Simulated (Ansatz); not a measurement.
Starting cell, Te (trigonal-Te type, space group P3_121):

```xyz
3
Lattice="4.6235 0.0000 0.0000 -2.3118 4.0041 0.0000 0.0000 0.0000 5.9044" Properties=species:S:1:pos:R:3 pbc="T T T"
Te     1.1718     0.0000     1.9681
Te    -0.5859     1.0148     3.9362
Te     1.7259     2.9893     0.0000
```

In this cell atom 2 (Te, nearest neighbour Te at 2.827 Å; its periodic images, 4.6 Å or more away, move with it) is moved by s along Cartesian [110], unit vector (0.707, 0.707, 0.000); all other atoms and the cell stay fixed.

The numbers are results of r2SCAN (plane waves to 500 eV, PAW, scalar-relativistic; Ansatz, a first-principles code), not measurements. k mesh 7×7×5 (Γ-centred), Fermi-Dirac smearing 0.05 eV. The energy includes the smearing's −TS. Spin-orbit coupling is left out, though Te is heavy. Te was relaxed with its symmetry unable to fall. The PAW data are Ansatz's earlier set. The zero of ΔE is the undisplaced structure.

| s (Å) | ΔE (meV/cell) |
|---|---|
| -0.280 | 108.5 |
| -0.224 | 69.2 |
| -0.168 | 38.7 |
| -0.112 | 17.1 |
| -0.056 | 4.2 |
| 0.000 | 0.0 |
| 0.056 | 4.2 |
| 0.112 | 16.6 |
| 0.168 | 36.8 |
| 0.224 | 64.5 |
| 0.280 | 99.2 |

Q: What force constant k = d²E/ds² at s = 0 does the table give?

A: 2.7 eV/Å². It is the second difference of the nearest points, corrected with the next pair.

Q: With k = 2.69 eV/Å² from the forces, is the well harmonic out to s = 0.280 Å?

A: ½ks² = 105.5 meV/cell against the computed 99.2 meV/cell, so the well is softer than harmonic there.

(For displaced atoms, the force is minus the slope of the energy, and its curvature is a force constant, which sets phonon frequencies.)
